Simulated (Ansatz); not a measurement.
# AlNi, one cell by several methods

```yaml
crystal:
  lattice:
    - [2.88100, 0.00000, 0.00000]
    - [0.00000, 2.88100, 0.00000]
    - [0.00000, 0.00000, 2.88100]
  atoms:
    - { symbol: Al, position: [0.00000, 0.00000, 0.00000] }
    - { symbol: Ni, position: [0.50000, 0.50000, 0.50000] }
```

Atoms are numbered in the order listed.

The geometry is COD entry 9008802, unchecked; take it as a test cell.

Methods: DFT, PBEsol, PAW with Ansatz's default frozen-core files, scalar-relativistic (Ansatz 0.2.0); DFT, PBEsol, all-electron PAW with datasets made for the crystal, scalar-relativistic (Ansatz 0.2.0); DFT, PBEsol, all-electron LAPW, scalar-relativistic (Ansatz 0.2.0).

For PAW: a Γ-centred 13×13×13 k mesh, Fermi–Dirac smearing of 0.05 eV, cutoff 420 eV, spin-polarised from start moments Ni2 1.5 μB (the moments died away, and the run ended non-magnetic); the PAW files were made with PBE, and the program remakes their frozen cores for this functional. The crystal-made all-electron datasets (AE datasets) take a cutoff of 280 eV at this cell. LAPW targets a basis error of 0.5 meV/atom. The Ansatz runs share mesh, smearing and spin set-up. Plane-wave (PAW) pressures include the program's estimate of the Pulay term.

Stress and pressure are positive in compression.

Levels count from the Fermi level.

```tsv
quantity	PAW	AE datasets	LAPW
pressure (GPa)	-3.34	-3.38	-3.39
highest filled level at M (eV)	-0.986	-0.986	-0.986
lowest empty level at M (eV)	1.455	1.463	1.463
highest filled level at Γ (eV)	-1.517	-1.516	-1.516
lowest empty level at Γ (eV)	5.484	5.474	5.474
highest filled level at X (eV)	-0.622	-0.621	-0.621
lowest empty level at X (eV)	?	8.299	8.299
```

Question: What belongs in the row "lowest empty level at X (eV)", column "PAW"?

Answer: 8.260.
